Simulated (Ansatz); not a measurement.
An Ansatz (an electronic-structure program) run. Input:

Ansatz 0.2 input:
```yaml
crystal:
  lattice:
    - [5.0305522137, 0.0, 0.0]
    - [0.0, 5.0305522137, 0.0]
    - [0.0, 0.0, 7.0140283004]
  atoms:
    - { symbol: Si, position: [0.2023061347, 0.2023061347, 0.0] }
    - { symbol: Si, position: [0.2976938653, 0.7023061347, 0.75] }
    - { symbol: Si, position: [0.7976938653, 0.7976938653, 0.5] }
    - { symbol: Si, position: [0.7023061347, 0.2976938653, 0.25] }
    - { symbol: O, position: [0.6011326783, 0.7397351021, 0.6779383533] }
    - { symbol: O, position: [0.7602648979, 0.1011326783, 0.4279383533] }
    - { symbol: O, position: [0.3988673217, 0.2602648979, 0.1779383533] }
    - { symbol: O, position: [0.2397351021, 0.8988673217, 0.9279383533] }
    - { symbol: O, position: [0.1011326783, 0.7602648979, 0.5720616467] }
    - { symbol: O, position: [0.2602648979, 0.3988673217, 0.8220616467] }
    - { symbol: O, position: [0.8988673217, 0.2397351021, 0.0720616467] }
    - { symbol: O, position: [0.7397351021, 0.6011326783, 0.3220616467] }
kpoints:
  mp_grid: { grid: [6, 6, 4] }
hamiltonian:
  xc: pbesol
  pseudopotentials: { kind: paw }
scf:
  occupations: { method: fixed }
elastic: { mode: relaxed_ion, stencil: two_point, amplitude: 0.005, f_tol: 0.0005 }
output: { polarization: {} }
```

Output (shortened):

```
Pseudopotential: Si, paw, valence charge 4
Pseudopotential: O, paw, valence charge 6
Functional definition: PBEsol
Crystal: 12 atoms, lattice volume = 177.500 Å³
Basis set: ecut = 420 eV, 3491 PW (Γ), exchange–correlation on 72×72×96 points (8 copies of the dense FFT grid, shifted against one another)
Bands: 44, of which v1, the nominal top of the filled ones, is band 32 counted from 1 (31 counted from 0)
Symmetry: 8 space group operations
Space group: P43212 (ITA 96), of the structure as read, at distance tolerance 5.6e-5 Å
k-points: 30 of 144 (time reversal used)
SCF 1 converged in 10 iterations: F = -6986.462703 eV  dr2 = 3.30e-14
Crystal: 12 atoms, lattice volume = 176.613 Å³
Basis set: ecut = 420 eV, 3467 PW (Γ), exchange–correlation on 72×72×96 points (8 copies of the dense FFT grid, shifted against one another)
Symmetry: 4 space group operations
k-points: 48 of 144 (time reversal used)
SCF 2 converged in 11 iterations: F = -6986.457754 eV  dr2 = 6.25e-14
relax step   1: F+E_penalty+E_count = -6986.45775353 eV  Δ(F+E_penalty+E_count) = +0.000e0 eV  max|allowed force component| = 1.454e-1 eV/Å  Δτ_max = 0.0000 Å  (11 SCF iters, accepted)
Crystal: 12 atoms, lattice volume = 176.613 Å³
SCF 3 converged in 10 iterations: F = -6986.459710 eV  dr2 = 1.75e-14
relax step   2: F+E_penalty+E_count = -6986.45970967 eV  Δ(F+E_penalty+E_count) = -1.956e-3 eV  max|allowed force component| = 9.346e-2 eV/Å  Δτ_max = 0.0049 Å  (10 SCF iters, accepted)
Crystal: 12 atoms, lattice volume = 176.613 Å³
SCF 4 converged in 11 iterations: F = -6986.461942 eV  dr2 = 1.23e-14
relax step   3: F+E_penalty+E_count = -6986.46194186 eV  Δ(F+E_penalty+E_count) = -2.232e-3 eV  max|allowed force component| = 6.924e-3 eV/Å  Δτ_max = 0.0155 Å  (11 SCF iters, accepted)
Crystal: 12 atoms, lattice volume = 176.613 Å³
SCF 5 converged in 11 iterations: F = -6986.461995 eV  dr2 = 2.96e-15
relax step   4: F+E_penalty+E_count = -6986.46199459 eV  Δ(F+E_penalty+E_count) = -5.273e-5 eV  max|allowed force component| = 2.089e-2 eV/Å  Δτ_max = 0.0048 Å  (11 SCF iters, accepted)
Crystal: 12 atoms, lattice volume = 176.613 Å³
SCF 6 converged in 9 iterations: F = -6986.462017 eV  dr2 = 9.25e-14
relax step   5: F+E_penalty+E_count = -6986.46201682 eV  Δ(F+E_penalty+E_count) = -2.223e-5 eV  max|allowed force component| = 3.761e-4 eV/Å  Δτ_max = 0.0007 Å  (9 SCF iters, accepted)
Crystal: 12 atoms, lattice volume = 176.613 Å³
SCF 7 converged in 10 iterations: F = -6986.462017 eV  dr2 = 2.54e-16
Crystal: 12 atoms, lattice volume = 178.388 Å³
Basis set: ecut = 420 eV, 3515 PW (Γ), exchange–correlation on 72×72×96 points (8 copies of the dense FFT grid, shifted against one another)
SCF 8 converged in 11 iterations: F = -6986.457860 eV  dr2 = 6.42e-14
relax step   1: F+E_penalty+E_count = -6986.45786001 eV  Δ(F+E_penalty+E_count) = +0.000e0 eV  max|allowed force component| = 1.380e-1 eV/Å  Δτ_max = 0.0000 Å  (11 SCF iters, accepted)
Crystal: 12 atoms, lattice volume = 178.388 Å³
SCF 9 converged in 10 iterations: F = -6986.459782 eV  dr2 = 2.01e-14
relax step   2: F+E_penalty+E_count = -6986.45978171 eV  Δ(F+E_penalty+E_count) = -1.922e-3 eV  max|allowed force component| = 8.921e-2 eV/Å  Δτ_max = 0.0050 Å  (10 SCF iters, accepted)
Crystal: 12 atoms, lattice volume = 178.388 Å³
SCF 10 converged in 11 iterations: F = -6986.461412 eV  dr2 = 9.41e-15
relax step   3: F+E_penalty+E_count = -6986.46141239 eV  Δ(F+E_penalty+E_count) = -1.631e-3 eV  max|allowed force component| = 3.739e-2 eV/Å  Δτ_max = 0.0104 Å  (11 SCF iters, accepted)
[...]
relax step   4: F+E_penalty+E_count = -6986.46236160 eV  Δ(F+E_penalty+E_count) = -2.604e-5 eV  max|allowed force component| = 3.910e-4 eV/Å  Δτ_max = 0.0009 Å  (10 SCF iters, accepted)
Crystal: 12 atoms, lattice volume = 177.499 Å³
SCF 40 converged in 10 iterations: F = -6986.462362 eV  dr2 = 9.61e-16
Crystal: 12 atoms, lattice volume = 177.499 Å³
SCF 41 converged in 11 iterations: F = -6986.462111 eV  dr2 = 3.24e-14
relax step   1: F+E_penalty+E_count = -6986.46211074 eV  Δ(F+E_penalty+E_count) = +0.000e0 eV  max|allowed force component| = 4.439e-2 eV/Å  Δτ_max = 0.0000 Å  (11 SCF iters, accepted)
Crystal: 12 atoms, lattice volume = 177.499 Å³
SCF 42 converged in 9 iterations: F = -6986.462266 eV  dr2 = 9.97e-14
relax step   2: F+E_penalty+E_count = -6986.46226559 eV  Δ(F+E_penalty+E_count) = -1.549e-4 eV  max|allowed force component| = 2.429e-2 eV/Å  Δτ_max = 0.0007 Å  (9 SCF iters, accepted)
Crystal: 12 atoms, lattice volume = 177.499 Å³
SCF 43 converged in 10 iterations: F = -6986.462336 eV  dr2 = 3.52e-14
relax step   3: F+E_penalty+E_count = -6986.46233557 eV  Δ(F+E_penalty+E_count) = -6.998e-5 eV  max|allowed force component| = 9.533e-3 eV/Å  Δτ_max = 0.0026 Å  (10 SCF iters, accepted)
Crystal: 12 atoms, lattice volume = 177.499 Å³
SCF 44 converged in 10 iterations: F = -6986.462362 eV  dr2 = 7.38e-15
relax step   4: F+E_penalty+E_count = -6986.46236160 eV  Δ(F+E_penalty+E_count) = -2.604e-5 eV  max|allowed force component| = 3.910e-4 eV/Å  Δτ_max = 0.0009 Å  (10 SCF iters, accepted)
Crystal: 12 atoms, lattice volume = 177.499 Å³
SCF 45 converged in 10 iterations: F = -6986.462362 eV  dr2 = 9.48e-16
SCF converged after 10 iterations
Free energy (F): -6986.462703 eV
Harris-Foulkes:  -6986.462703 eV  (|F-HF|=1.82e-12)
Internal energy: -6986.462703 eV  (E = F + TS)
E sigma→0 (E₀):  -6986.462703 eV
Fermi energy:    1.066920 eV
--- Per-component energies (eV) ---
  E_band       = -373.101623
  E_kinetic    = 1603.275576
  E_local      = -4575.246982  (includes V_loc(G=0)·N_el)
  E_nonlocal   = 483.924477
  E_hartree    = 1680.844411
  E_xc         = -805.568809
  E_vxc        = -940.446775  (∫ρ·V_xc dr)
  E_paw        = -3223.791101  (= ΣΔE_a)
  E_vpaw       = -306.317503  (= ΣTr[D̂ρ^β])
  E_aug_tail   = 0.020762  (compensation charges beyond the density's cutoff)
  E_ewald      = -2150.329582
  E_core_change = 0.408546  (= ΣΔE_core)
  E_smearing   =  0.000000  (= −TS)
  E_closure    =  0.000000  (closes the sum)
  Σ components = -6986.462703   (vs F -6986.462703, Δ=0.00e0)
--- Forces (eV/Å), atoms counted from 1 ---
  atom   1  Si    -0.00027357    -0.00027357     0.00000000
  atom   2  Si     0.00027357    -0.00027357     0.00000000
  atom   3  Si     0.00027357     0.00027357     0.00000000
  atom   4  Si    -0.00027357     0.00027357     0.00000000
  atom   5  O     -0.00032935     0.00001106    -0.00008047
  atom   6  O     -0.00001106    -0.00032935    -0.00008047
  atom   7  O      0.00032935    -0.00001106    -0.00008047
  atom   8  O      0.00001106     0.00032935    -0.00008047
  atom   9  O     -0.00032935    -0.00001106     0.00008047
  atom  10  O     -0.00001106     0.00032935     0.00008047
  atom  11  O      0.00032935     0.00001106     0.00008047
  atom  12  O      0.00001106    -0.00032935     0.00008047
  max |Σ_I F_I| component: 1.12e-17 eV/Å
--- Stress (GPa, compression-positive) ---
        0.003811       0.000000       0.000000
        0.000000       0.003811       0.000000
        0.000000       0.000000       0.003688
  P = ⅓ Tr σ = 0.0038 GPa (0.038 kbar)
--- Band table (eV; the first three rows and the last of 30) ---
  k-point 0: bands = ["-18.2495", "-17.3562", "-17.3562", "-16.1915", "-16.1543", "-16.1522", "-16.1380", "-16.1380", "-8.4694", "-6.3433", "-6.3433", "-4.7118", "-4.6146", "-4.6146", "-4.1260", "-3.9737", "-1.8628", "-1.8534", "-1.8534", "-1.3037", …
  k-point 1: bands = ["-18.1871", "-17.7193", "-16.9564", "-16.2971", "-16.1514", "-16.1505", "-16.1408", "-16.1396", "-8.2919", "-7.1114", "-5.6345", "-4.8068", "-4.5848", "-4.5098", "-4.2273", "-4.0755", "-1.8216", "-1.8073", "-1.7377", "-1.2495", …
  k-point 2: bands = ["-18.0052", "-18.0052", "-16.5778", "-16.5778", "-16.1459", "-16.1459", "-16.1452", "-16.1452", "-7.8037", "-7.8037", "-5.1060", "-5.1060", "-4.4303", "-4.4303", "-4.3017", "-4.3017", "-1.7678", "-1.7678", "-1.4428", "-1.4428", …
  k-point 29: bands = ["-17.3252", "-17.3252", "-17.3252", "-17.3252", "-16.2069", "-16.2069", "-16.2069", "-16.2069", "-6.3713", "-6.3713", "-6.3713", "-6.3713", "-4.0082", "-4.0082", "-4.0082", "-4.0082", "-1.8981", "-1.8981", "-1.8981", "-1.8981", …
--- Elastic constants: 4 strain directions × 2 members + reference (group order 8) ---
  dense FFT box of the reference and of every strained cell: 36×36×48
  strains applied: 11, 33, 23, 12; error gains …
  C = ∂σ_k/∂η_j (tension-positive GPa; Voigt order 11 22 33 23 13 12):
        52.345      3.000     -8.172      0.000      0.000      0.000
         3.000     52.345     -8.172      0.000      0.000      0.000
        -8.124     -8.124     43.824      0.000      0.000      0.000
         0.000      0.000      0.000     70.505      0.000      0.000
         0.000      0.000      0.000      0.000     70.505      0.000
         0.000      0.000      0.000      0.000      0.000     26.115
  reference stress σ⁰ (GPa):     -0.004     -0.004     -0.004      0.000      0.000      0.000
  moduli (Voigt/Reuss/Hill, GPa): K = 13.55/13.06/13.30   G = 44.21/35.05/39.63   E = 59.65   ν = -0.247
  mechanically stable: yes (min eigenvalue of sym C = 26.12 GPa)
  e, the proper piezoelectric tensor (elastic.mode: relaxed_ion; C/m²; rows x y z; Voigt order 11 22 33 23 13 12):
       0.00000    0.00000    0.00000   -0.00105    0.00000    0.00000
       0.00000    0.00000    0.00000    0.00000    0.00105    0.00000
       0.00000    0.00000    0.00000    0.00000    0.00000    0.00000
  ±, each entry's uncertainty from the finite density of the strings (C/m²), an estimate: the size of the correction for it that the entry includes:
       0.00000    0.00000    0.00000    0.00015    0.00000    0.00000
       0.00000    0.00000    0.00000    0.00000    0.00015    0.00000
       0.00000    0.00000    0.00000    0.00000    0.00000    0.00000
  strain η (Voigt 11):  stress-route row diagonal C_11 = 52.35 GPa, energy-path curvature d²(F+E_count+ΔE)/dδ²/Ω₀ = 52.46 GPa
         δ    σ_11 (GPa)             F (eV)   n_scf  n_hpsi   n_pw
    -5.000e-3      -0.2702       -6986.4620168      10   36094   3479   relax 5 steps, max|allowed force component| 3.76e-4 eV/Å
     5.000e-3       0.2533       -6986.4620566      10   36627   3515   relax 5 steps, max|allowed force component| 2.69e-4 eV/Å
  strain η (Voigt 33):  stress-route row diagonal C_33 = 43.82 GPa, energy-path curvature d²(F+E_count+ΔE)/dδ²/Ω₀ = 43.69 GPa
         δ    σ_33 (GPa)             F (eV)   n_scf  n_hpsi   n_pw
    -5.000e-3      -0.2252       -6986.4623169      10   22498   3483   relax 5 steps, max|allowed force component| 3.85e-5 eV/Å
     5.000e-3       0.2130       -6986.4622899      10   22841   3515   relax 5 steps, max|allowed force component| 4.46e-5 eV/Å
  strain η (Voigt 23):  stress-route row diagonal C_44 = 70.50 GPa, energy-path curvature d²(F+E_count+ΔE)/dδ²/Ω₀ = 70.54 GPa
         δ    σ_23 (GPa)             F (eV)   n_scf  n_hpsi   n_pw
    -5.000e-3      -0.3525       -6986.4618397      10   42699   3495   relax 4 steps, max|allowed force component| 1.66e-4 eV/Å
     5.000e-3       0.3525       -6986.4618397      10   42681   3495   relax 4 steps, max|allowed force component| 1.66e-4 eV/Å
  strain η (Voigt 12):  stress-route row diagonal C_66 = 26.12 GPa, energy-path curvature d²(F+E_count+ΔE)/dδ²/Ω₀ = 26.05 GPa
         δ    σ_12 (GPa)             F (eV)   n_scf  n_hpsi   n_pw
    -5.000e-3      -0.1306       -6986.4623616      10   29683   3499   relax 4 steps, max|allowed force component| 3.91e-4 eV/Å
     5.000e-3       0.1306       -6986.4623616      10   29688   3499   relax 4 steps, max|allowed force component| 3.91e-4 eV/Å
--- Formal polarisation (Berry phase): one branch of a lattice of values; only differences between neighbouring runs are physical ---
  axis  mesh            electronic          ionic      p = total  spread (rad)  least overlap  resolved gap  δp at fixed H ≤   (phases in cycles; p mod 2 …
  b1    6×6×4           0.00000000    32.00000000    32.00000000      0.000903         0.9788        5.5713           2.2e-6
  b2    6×6×4           0.00000000    32.00000000    32.00000000      0.000903         0.9788        5.5713           2.2e-6
  b3    6×6×4           0.00000000    30.00000000    30.00000000      0.000101         0.9807        5.5713           1.8e-6
  quantum along a1:   0.05668222 e/Å² =    90.814922 µC/cm²
  quantum along a2:   0.05668222 e/Å² =    90.814922 µC/cm²
  quantum along a3:   0.07903122 e/Å² =   126.621970 µC/cm²
  P = (  0.90691546,   0.90691546,   1.18546827) e/Å² = ( 1453.038753,  1453.038753,  1899.329556) µC/cm²  (mod the quanta)
```

Cost: very roughly 17 core-minutes on shared cores.

Space group P4_32_12. The workflow started from a Materials Project entry (that database holds measured and hypothetical structures alike); the Crystallography Open Database files this formula in space group No. 96, but the cells were not matched. It is not the phase usual at ambient conditions (space group No. 92, 152, 154). The cell was relaxed with PBEsol under the symmetry of its start; whether a distortion lowers the energy is not shown.

Potentials: the later of the program's two PAW sets.

Ansatz is a plane-wave DFT program.
